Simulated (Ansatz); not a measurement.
Antifluorite Zn₂C, relaxed with r2SCAN in the plane-wave code Ansatz. It is cubic, Fm-3m (No. 225); a = 5.156 Å in the conventional setting, 11.42 Å³ an atom. C is surrounded by 8 Zn at 2.23 Å; Zn is surrounded by 4 C at 2.23 Å.

The axes x, y and z are those of this cell:
```yaml
crystal:
  lattice:
    - [0.00000, 2.57795, 2.57795]
    - [2.57795, 0.00000, 2.57795]
    - [2.57795, 2.57795, 0.00000]
  atoms:
    - { symbol: C, position: [0.00000, 0.00000, 0.00000] }
    - { symbol: Zn, position: [0.25000, 0.25000, 0.25000] }
    - { symbol: Zn, position: [0.75000, 0.75000, 0.75000] }
```

Unstrained: With HSE06 the gap is 0.747 eV and direct, at Γ. Meshes: HSE06 6×6×6. Strains are changes of length per length. After each strain the atoms were relaxed again with r2SCAN within the symmetry that the strain leaves, so tilts or polar shifts that break it weren't tested; points keep the names that they have in the unstrained zone. Spin-unpolarised throughout. Whether this structure exists isn't addressed.

(1) Estimate what isotropic +2.61 % on every length does to the gap.

(2) For epitaxial +1.46 % in the xy plane, how far does the free direction move, and what happens to the gap?

(3) Apply biaxial +2.45 % in x and y, z held. How far does the gap move, against the unstrained cell?

(4) Order the strained cells by their HSE06 gap, smallest first.
A. biaxial +2.45 % in x and y, z held
B. epitaxial +1.46 % in the xy plane
C. isotropic +2.61 % on every length

Answers

(1) HSE06: the gap goes from 0.747 to 0.351 eV (-0.396 eV).

(2) The normal strain at zero normal stress is -0.59 %, 0.40 of the in-plane strain with the sign turned. HSE06: the gap goes from 0.747 to 0.560 eV (-0.187 eV); with HSE06 the top three valence levels at Γ, degenerate before, become 1+2 from the top over 105 meV.

(3) HSE06: the gap goes from 0.747 to 0.420 eV (-0.327 eV); with HSE06 the top three valence levels at Γ, degenerate before, become 1+2 from the top over 120 meV.

(4) C (0.35 eV), A (0.42 eV), B (0.56 eV).

The meshes of the hybrids are coarse, so their gaps aren't converged to the digits shown.

The splittings at Γ are without spin-orbit coupling, which regroups them where it is of like size or larger.
